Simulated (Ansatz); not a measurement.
GaP:
```yaml
crystal:
  lattice:
    - [0.00000, 2.75299, 2.75299]
    - [2.75299, 0.00000, 2.75299]
    - [2.75299, 2.75299, 0.00000]
  atoms:
    - { symbol: P, position: [0.75000, 0.75000, 0.75000] }
    - { symbol: Ga, position: [0.00000, 0.00000, 0.00000] }
```

Relaxed with PBE. Special points in fractions of this cell's reciprocal vectors: Γ (0.000, 0.000, 0.000); X (0.500, 0.000, 0.500); U (0.625, 0.250, 0.625); K (0.375, 0.375, 0.750); L (0.500, 0.500, 0.500); W (0.500, 0.250, 0.750).

Problem. List the band energies nearest the valence-band maximum at these points for DFT-PBE in the program Ansatz with PAW potentials.

Solution. In eV from the valence-band maximum; about four levels below and three above (degenerate sets whole), none deeper than 8.9 eV; points with the same levels are listed once.

```json
[
 {"k": "Γ", "below": "0.00 0.00 0.00", "above": "1.58 3.89 3.89 3.89"},
 {"k": "X", "below": "-6.61 -2.58 -2.58", "above": "1.72 1.85 10.35 10.35"},
 {"k": "U", "below": "-6.41 -3.78 -2.17", "above": "2.22 4.74 8.12"},
 {"k": "L", "below": "-6.46 -1.07 -1.07", "above": "1.58 4.72 4.72"},
 {"k": "W", "below": "-6.42 -3.43 -3.28", "above": "4.69 4.73 6.01"}
]
```

Space group F-43m (zinc blende). Symmetry was held in the PBE relaxation. Scalar-relativistic: spin–orbit coupling is off unless named, which matters more the heavier the elements.

Potentials: the later of the program's two PAW sets.
